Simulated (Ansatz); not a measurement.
LaN:
```xyz
8
Lattice="10.6054 0.0000 0.0000 0.0000 3.7555 0.0000 0.0000 0.0000 3.7539" Properties=species:S:1:pos:R:3 pbc="T T T"
La     1.3213     0.9389     0.9704
La     3.9815     2.8166     2.8474
La     9.2842     2.8166     2.7835
La     6.6240     0.9389     0.9065
N      9.2993     0.9389     1.0123
N      6.6089     2.8166     2.8892
N      1.3062     2.8166     2.7417
N      3.9965     0.9389     0.8647
```

Relaxed with r²SCAN.

Task: Map the electron localisation function on the plane through (0.125, 0.250, 0.259) spanned by u = [0, 1, 0] and v = [0, 0, 1] in lattice vectors, from plane-wave PAW r²SCAN (Ansatz code).

Result: x is the fraction of u, y of v (the angle between them is 90°; rows are the nearest grid lines); atoms in the plane: La at (0.00, 0.00), N at (0.50, 0.47).
```
|00389951000015998300|
|00599951000015999500|
|35899841011014899853|
|89999621122112699998|
|99996312466421369999|
|99852125788752125899|
|65321258999985212356|
|11112589999998521111|
|00125899877899852100|
|00147999633699974100|
|00147998500589974100|
|00136899622699863100|
|11113799877899731111|
|55312479999997421355|
|99752247999974225799|
|99985224788742258999|
|89998422466422489998|
|45799731133113799754|
|00589841011014898500|
|00389951000015998300|
```
Scale: ten equal steps from 0.002 (start of '0') to 0.852 (end of '9'), in the order '0123456789'; x runs from 0.000 to 1.00, y from 0.000 (bottom) to 1.00 (top).

The density is the valence pseudo-density with augmentation charge, so density and ELF within about 1 Å of a nucleus are not all-electron values.

Space group Pnma. The start of the workflow was typed in or built on a structure type; neither database checked (COD, Materials Project) lists it. COD files the formula under space group No. 225, so this cell is another polymorph or a model. Its standing as an ambient phase is unchecked. The cell was relaxed with r²SCAN under the symmetry of its start; its stability against distortions is not shown here. Scalar-relativistic: spin–orbit coupling is off unless named, which matters more the heavier the elements.

Potentials: the later of the program's two PAW sets.
